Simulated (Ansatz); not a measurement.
Frames from the relaxation of a relaxed Rb2P3 cell shaken by Gaussian noise of σ = 0.08 Å a coordinate, as extended XYZ (Å, eV, eV/Å, GPa with compression positive). These are r2SCAN (plane waves to 500 eV, PAW, scalar-relativistic; Ansatz, an electronic-structure program) values and carry that method's errors. Γ-centred k-mesh 4×4×4 on the run's cell (coarser than for final values), Fermi–Dirac smearing 0.05 eV.

```xyz
10
Lattice="0.0052 4.8289 7.3751 4.5358 -0.0069 7.3829 4.5264 4.8320 0.0012" Properties=species:S:1:pos:R:3:forces:R:3 pbc="T T T" step=2 free_energy=-17672.471 pressure=-0.2 accepted=T
Rb     2.2362     2.3659     3.7128    0.0618    0.0045    0.0978
Rb     6.7561     7.2345    11.1258    0.0301   -0.0234    0.0049
Rb     4.5540     6.9475     7.3898   -0.0080   -0.0401    0.0244
Rb     4.5553     2.7116     7.3858   -0.1270   -0.0651   -0.0378
P      4.6043     4.7103    12.5679   -0.9435    0.1125    0.9664
P      4.5266     4.8798     2.1488   -0.3701   -0.0046    0.9043
P      1.8180     4.8667     6.3852    1.0996    0.0175   -0.3582
P      7.1277     4.7424     8.5349    0.9338    0.0818   -0.5046
P      7.2192     4.8034     6.3675   -0.1076    0.0459   -0.5985
P      1.8984     4.8340     8.5347   -0.5691   -0.1290   -0.4988
10
Lattice="0.0408 4.7604 7.3503 4.5611 -0.0915 7.4355 4.4779 4.8125 -0.0092" Properties=species:S:1:pos:R:3:forces:R:3 pbc="T T T" step=3 free_energy=-17672.647 pressure=0.0 accepted=T
Rb     2.4050     2.3040     3.7548   -0.1520    0.0520   -0.0384
Rb     6.6763     7.1286    11.1028    0.1442   -0.0219    0.0160
Rb     4.5487     6.8463     7.4451   -0.0584    0.0105   -0.0942
Rb     4.5249     2.5964     7.3963    0.0501    0.0030    0.1096
P      4.6032     4.5887    12.6562    0.0359   -0.0386   -0.0491
P      4.4651     4.8858     2.1915   -0.0261   -0.0422    0.0332
P      1.8986     4.7534     6.3183    0.0261    0.0428    0.0055
P      7.1717     4.6869     8.5287   -0.0377   -0.0244    0.0296
P      7.1768     4.7221     6.3733   -0.0103    0.0019    0.0426
P      1.8908     4.7186     8.4760    0.0285    0.0168   -0.0548
```

The path has 6 moves and ends in Fmmm (No. 69), 0.06 eV/atom below its start. Free energies are of the whole cell and compare only within this code, potentials and settings.  No spin polarisation in the result.

The cell that was disturbed is our relaxation of an entry of Materials Project.
